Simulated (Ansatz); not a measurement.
# From three elastic constants to directional properties of Li$_{3}$HO

The calculation used Ansatz 0.2.0, DFT PBEsol, scalar-relativistic, plane waves, PAW. Plane waves to 420 eV; Γ-centred k mesh 6×6×6; fixed occupations. No spin polarisation.

The cell is fixed (symmetry leaves no force on the atoms) and stands under 0.3 GPa:
```
CELL_PARAMETERS angstrom
3.69100 0.00000 0.00000
0.00000 3.69100 0.00000
0.00000 0.00000 3.69100
ATOMIC_POSITIONS crystal
H 0.00000 0.00000 0.00000
O 0.50000 0.50000 0.50000
Li 0.50000 0.50000 0.00000
Li 0.50000 0.00000 0.50000
Li 0.00000 0.50000 0.50000
```

The cell is the ideal cubic antiperovskite prototype; whether it is the stable structure of this composition wasn't checked.

With ions relaxed, on the cubic axes: C11 = 120.3, C12 = 21.1, C44 = 36.3 GPa. The density is 1.249 g/cm³. Zone-centre modes weren't checked beside this run.

Question: Is the crystal stable against strain, and how anisotropic is it?

Answer: Born's conditions hold: C11 + 2C12 = 162.5, C11 − C12 = 99.3 and C44 = 36.3 GPa are all positive. B = (C11 + 2C12)/3 = 54.2 GPa. The two shear moduli are C44 and C′ = (C11 − C12)/2 = 49.6 GPa, so Zener's ratio is A = C44/C′ = 0.73: the shear C44 is the soft one, as in NaCl, KCl, the halide perovskites and the bcc metals V, Nb, Cr and Mo. The Cauchy pressure C12 − C44 is -15.2 GPa; it would vanish for pair forces between atoms on inversion centres at zero pressure, and a negative value is usual with directional bonding, though many-body forces give one in some ionic oxides too.

Question: Give the sound speeds along the three symmetry directions.

Answer: The Christoffel equation gives ρv² for each branch:
```
direction branch                    ρv²    GPa v (m/s)
    [100]              L                    C11  120.3     9815
    [100]         T (×2) C44   36.3     5388
    [110]              L   (C11 + C12 + 2C44)/2  107.0     9254
    [110]   T, u ∥ [001]                    C44   36.3     5388
    [110]  T, u ∥ [1-10]          (C11 − C12)/2   49.6     6303
    [111]              L  (C11 + 2C12 + 4C44)/3  102.5     9060
    [111]         T (×2) (C11 − C12 + C44)/3   45.2     6014
```

Question: How does Young's modulus depend on direction?

Answer: Inverting gives S11 = 8.768, S12 = -1.307, S44 = 27.571 TPa⁻¹. Along a unit vector (l, m, n), 1/E = S11 − 2(S11 − S12 − S44/2)(l²m² + m²n² + n²l²), where the last bracket is 0, 1/4 and 1/3 for [100], [110] and [111]: E = 114, 94 and 89 GPa. With A < 1 the cube edge is stiffest. For a film on (001), the biaxial modulus is C11 + C12 − 2C12²/C11 = 134 GPa and the normal strain is −2C12/C11 = -0.35 times the in-plane one.

Cost: 1 run of about 0.15 core-minutes, on Arm Neoverse V2 (shared hosts).